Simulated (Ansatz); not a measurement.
Consider the following.

MgS:
```yaml
crystal:
  lattice:
    - [0.00000, 2.61486, 2.61486]
    - [2.61486, 0.00000, 2.61486]
    - [2.61486, 2.61486, 0.00000]
  atoms:
    - { symbol: Mg, position: [0.00000, 0.00000, 0.00000] }
    - { symbol: S, position: [0.50000, 0.50000, 0.50000] }
```

This is the PBE-relaxed structure.

All from the program Ansatz at the PBE level (PAW), unless another level is named. Give the hole effective mass, band 2 of 3 at the edge.

0.97 along [100], 0.97 along [110], 2.4 along [111] (mₑ).

And the electron effective mass?

0.29, 0.29, 0.52 mₑ (principal values).

Give the weight of the valence-edge state by species (Voronoi cells).

S 89 %, Mg 11 %.

And the conduction-band minimum?

at X (3 equivalent valleys).

Space group Fm-3m (rock salt). The PBE relaxation kept the symmetry of its start.

Potentials: the earlier of the program's two PAW sets.

Edges and masses are those of Kohn–Sham bands, whose gap is no quasiparticle gap.
